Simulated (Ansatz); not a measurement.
# Sc3Al: energy along a strain

Sc3Al, Pm-3m, a = 4.375 Å. The structure is a Materials Project entry; whether it is the stable form wasn't checked. Ansatz: PBEsol, PAW, 420 eV, Γ-centred 12×12×12 mesh on 4 atoms, Gaussian smearing 0.15 eV; no spin polarisation. Cell vectors (Å): 4.375 0.000 0.000; 0.000 4.375 0.000; 0.000 0.000 4.375. The cell is strained by x per cent times the pattern (0 0 0 1 0 0) in the order xx yy zz yz xz xy (engineering shears), with fractional coordinates held. y is the free energy over the start, V0 = 20.932 Å³/atom. Symmetry makes y even in x. Points with a strain past 8.5 % were computed too (2) and aren't used here.

| x (%) | y (meV/atom) |
| --- | --- |
| -5.00 | 8.95 |
| 0.00 | 0.00 |
| 2.50 | 2.23 |
| 6.25 | ? |
| 7.50 | 20.30 |

**Question.** Fit y = c2 x² + c4 x⁴ to the other rows, get the stiffness along the pattern, and predict the missing energy.

**Answer.** Least squares on the rows shown. y = 0.35577 x² + 9.0870×10⁻⁵ x⁴. The clamped-ion stiffness p·C·p = 2 × 3.558 eV × 160.2 / 20.932 Å³ = 54 GPa, which is C44 in these axes. At x = 6.25 the fit asked for gives 14.04 meV/atom. The run gave 14.04 meV/atom, the same to the digits shown.